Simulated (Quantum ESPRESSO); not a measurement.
## ZrTi2HfO8 (input and log of a self-consistent run)

Simulated, not a measurement. The program is pw.x of Quantum ESPRESSO 7.5 (plane-wave density functional theory). The cell is made up: 12 atoms on a fluorite lattice, with randomly drawn elements, strain and displacements, not relaxed. PseudoDojo standard norm-conserving files (v0.5 for PBE, v0.4.1 for LDA and PBEsol) set the functional; there is no spin polarisation, spin-orbit coupling or dispersion term, and the masses in the input are unused placeholders.

The hafnium pseudopotential is less sure than the others, with forces about 3 percent (worst 6) and pressure in oxides about 1.5 GPa (worst 2.7) from a second method in checks, which no rerun with the same files tests.

Input:

```
&control calculation='scf', pseudo_dir='./dojo.nc.sr.pbe.v0_5.standard.upf', outdir='./o', disk_io='low', tprnfor=.true., tstress=.true. /
&system ibrav=0, nat=12, ntyp=4, nbnd=54, ecutwfc=107.82251126, nosym=.true., tot_charge=0,
 occupations='smearing', smearing='fd', degauss=0.0018374661
/
&electrons conv_thr=7.350e-09, electron_maxstep=60, /
ATOMIC_SPECIES
Hf 1.0 Hf.upf
O 1.0 O.upf
Ti 1.0 Ti.upf
Zr 1.0 Zr.upf
CELL_PARAMETERS angstrom
5.0696 0.0 0.0
0.0 5.0696 0.0
0.0 0.0 5.0696
ATOMIC_POSITIONS angstrom
Zr -0.0176 -0.0772 -0.0285
Ti 0.1077 2.4047 2.6189
Hf 2.5464 -0.1313 2.5035
Ti 2.5589 2.6239 -0.1055
O 1.2717 1.2894 1.3182
O 1.1837 1.2991 3.7323
O 1.3086 3.9581 1.3243
O 1.2336 3.8168 3.7184
O 3.638 1.1339 1.2306
O 3.7092 1.2324 3.8055
O 3.6644 3.7159 1.2531
O 3.9108 3.7296 4.0053
K_POINTS automatic
6 6 6 1 1 1
```

The log is shortened where brackets say so; the opening notice, blank lines, dates and the lines on written files are dropped, and the path of the files is cut. It prints rydbergs, bohrs and kilobars, and counts compression as positive stress. With no partly filled state, the Fermi energy that it prints is only some level between the filled and the empty states on the mesh, and need not lie in the true gap.

```
     Program PWSCF v.7.5
     Parallel version (MPI & OpenMP), running on       4 processor cores
     Number of MPI processes:                 4
     Threads/MPI process:                     1
     [start-up lines left out]
     bravais-lattice index     =            0
     lattice parameter (alat)  =       9.5802  a.u.
     unit-cell volume          =     879.2607 (a.u.)^3
     number of atoms/cell      =           12
     number of atomic types    =            4
     number of electrons       =        96.00
     number of Kohn-Sham states=           54
     kinetic-energy cutoff     =     107.8225  Ry
     charge density cutoff     =     431.2900  Ry
     scf convergence threshold =      7.3E-09
     mixing beta               =       0.7000
     number of iterations used =            8  plain     mixing
     Exchange-correlation= PBE
                           (   1   4   3   4   0   0   0)
     [axes and pseudopotential details left out]
   Cartesian axes
     site n.     atom                  positions (alat units)
         1        Zr     tau(   1) = (  -0.0034717  -0.0152280  -0.0056217  )
         2        Ti     tau(   2) = (   0.0212443   0.4743372   0.5165891  )
         3        Hf     tau(   3) = (   0.5022881  -0.0258995   0.4938259  )
         4        Ti     tau(   4) = (   0.5047538   0.5175754  -0.0208103  )
         5        O      tau(   5) = (   0.2508482   0.2543396   0.2600205  )
         6        O      tau(   6) = (   0.2334898   0.2562530   0.7362119  )
         7        O      tau(   7) = (   0.2581269   0.7807519   0.2612238  )
         8        O      tau(   8) = (   0.2433328   0.7528799   0.7334701  )
         9        O      tau(   9) = (   0.7176109   0.2236666   0.2427410  )
        10        O      tau(  10) = (   0.7316554   0.2430961   0.7506509  )
        11        O      tau(  11) = (   0.7228184   0.7329770   0.2471793  )
        12        O      tau(  12) = (   0.7714218   0.7356793   0.7900623  )
     number of k points=   108  Fermi-Dirac smearing, width (Ry)=  0.0018
     Number of k-points >= 100: set verbosity='high' to print them.
     Dense  grid:   133123 G-vectors     FFT dimensions: (  64,  64,  64)
     Estimated max dynamical RAM per process >     588.75 MB
     Estimated total dynamical RAM >       2.20 GB
     Initial potential from superposition of free atoms
     starting charge      95.9926, renormalised to      96.0000
     Starting wfcs are   72 randomized atomic wfcs
     total cpu time spent up to now is       13.1 secs
     per-process dynamical memory:   495.7 Mb
     Self-consistent Calculation
     iteration #  1     ecut=   107.82 Ry     beta= 0.70
     Davidson diagonalization with overlap
     ethr =  1.00E-02,  avg # of iterations =  2.0
     total cpu time spent up to now is       36.9 secs
     total energy              =    -714.26966715 Ry
     estimated scf accuracy    <       5.76358415 Ry
     iteration #  2     ecut=   107.82 Ry     beta= 0.70
     Davidson diagonalization with overlap
     ethr =  6.00E-03,  avg # of iterations =  8.1
     total cpu time spent up to now is       83.4 secs
     total energy              =    -706.51565653 Ry
     estimated scf accuracy    <      88.98102525 Ry
     iteration #  3     ecut=   107.82 Ry     beta= 0.70
     Davidson diagonalization with overlap
     ethr =  6.00E-03,  avg # of iterations =  7.7
     total cpu time spent up to now is      121.6 secs
     total energy              =    -717.07929424 Ry
     estimated scf accuracy    <       3.60724229 Ry
     iteration #  4     ecut=   107.82 Ry     beta= 0.70
     Davidson diagonalization with overlap
     ethr =  3.76E-03,  avg # of iterations =  2.2
     total cpu time spent up to now is      147.3 secs
     total energy              =    -717.46489791 Ry
     estimated scf accuracy    <       1.01122958 Ry
     iteration #  5     ecut=   107.82 Ry     beta= 0.70
     Davidson diagonalization with overlap
     ethr =  1.05E-03,  avg # of iterations =  1.7
     total cpu time spent up to now is      169.8 secs
     total energy              =    -717.35361230 Ry
     estimated scf accuracy    <       0.70328321 Ry
     [iterations 6 to 18 left out]
     iteration # 19     ecut=   107.82 Ry     beta= 0.70
     Davidson diagonalization with overlap
     ethr =  1.24E-09,  avg # of iterations =  2.6
     total cpu time spent up to now is      595.8 secs
     total energy              =    -717.38332673 Ry
     estimated scf accuracy    <       0.00000068 Ry
     iteration # 20     ecut=   107.82 Ry     beta= 0.70
     Davidson diagonalization with overlap
     ethr =  7.13E-10,  avg # of iterations =  4.0
     total cpu time spent up to now is      623.2 secs
     total energy              =    -717.38332683 Ry
     estimated scf accuracy    <       0.00000005 Ry
     iteration # 21     ecut=   107.82 Ry     beta= 0.70
     Davidson diagonalization with overlap
     ethr =  5.49E-11,  avg # of iterations =  6.6
     total cpu time spent up to now is      662.5 secs
     total energy              =    -717.38332686 Ry
     estimated scf accuracy    <       0.00000002 Ry
     iteration # 22     ecut=   107.82 Ry     beta= 0.70
     Davidson diagonalization with overlap
     ethr =  2.52E-11,  avg # of iterations =  3.0
     total cpu time spent up to now is      687.2 secs
     total energy              =    -717.38332686 Ry
     estimated scf accuracy    <       0.00000001 Ry
     iteration # 23     ecut=   107.82 Ry     beta= 0.70
     Davidson diagonalization with overlap
     ethr =  1.15E-11,  avg # of iterations =  3.5
     total cpu time spent up to now is      712.9 secs
     End of self-consistent calculation
     Number of k-points >= 100: set verbosity='high' to print the bands.
     the Fermi energy is    11.7669 ev
!    total energy              =    -717.38332686 Ry
     estimated scf accuracy    <          2.9E-09 Ry
     smearing contrib. (-TS)   =      -0.00000000 Ry
     internal energy E=F+TS    =    -717.38332686 Ry
     The total energy is F=E-TS. E is the sum of the following terms:
     one-electron contribution =    -163.85969463 Ry
     hartree contribution      =     135.76687576 Ry
     xc contribution           =    -150.38083809 Ry
     ewald contribution        =    -538.90966989 Ry
     convergence has been achieved in  23 iterations
     Forces acting on atoms (cartesian axes, Ry/au):
     atom    1 type  4   force =    -0.00455733    0.07829575    0.08438465
     atom    2 type  3   force =     0.01510276   -0.05079815   -0.03090924
     atom    3 type  1   force =     0.03514551    0.08427950   -0.01908355
     atom    4 type  3   force =     0.04585688   -0.03674454    0.05815156
     atom    5 type  2   force =    -0.05704204    0.07230720   -0.00160773
     atom    6 type  2   force =    -0.01257812    0.01833598    0.03465843
     atom    7 type  2   force =    -0.09051131   -0.08960085   -0.08026588
     atom    8 type  2   force =     0.03431524   -0.05854006    0.04397158
     atom    9 type  2   force =     0.06196894    0.03351129   -0.01453940
     atom   10 type  2   force =     0.01105846    0.04278557   -0.00946048
     atom   11 type  2   force =     0.04223834   -0.04644300    0.02679016
     atom   12 type  2   force =    -0.08099733   -0.04738868   -0.09209010
     Total force =     0.317989     Total SCF correction =     0.000078
     Computing stress (Cartesian axis) and pressure
          total   stress  (Ry/bohr**3)                   (kbar)     P=      -47.54
  -0.00031698   0.00024063   0.00005271          -46.63       35.40        7.75
   0.00024063  -0.00040727   0.00010907           35.40      -59.91       16.04
   0.00005271   0.00010907  -0.00024525            7.75       16.04      -36.08
     init_run     :     12.11s CPU     12.63s WALL (       1 calls)
     electrons    :    694.44s CPU    699.80s WALL (       1 calls)
     forces       :      4.64s CPU      4.67s WALL (       1 calls)
     stress       :     16.25s CPU     16.70s WALL (       1 calls)
     [timing details left out]
     PWSCF        :  12m 8.11s CPU  12m14.58s WALL
     JOB DONE.
```

In other units: free energy -9760.497 eV for the cell, pressure -4.75 GPa, largest force component 2.368 eV/Å. This run is the check on a run of the same cell at a cutoff of 1143 eV and k mesh 4 x 4 x 4: rerunning at a cutoff of 1467 eV and k mesh 6 x 6 x 6 moved values by no more than 0.002 eV in energy, 0.05 GPa in stress and 0.004 eV/Å in force.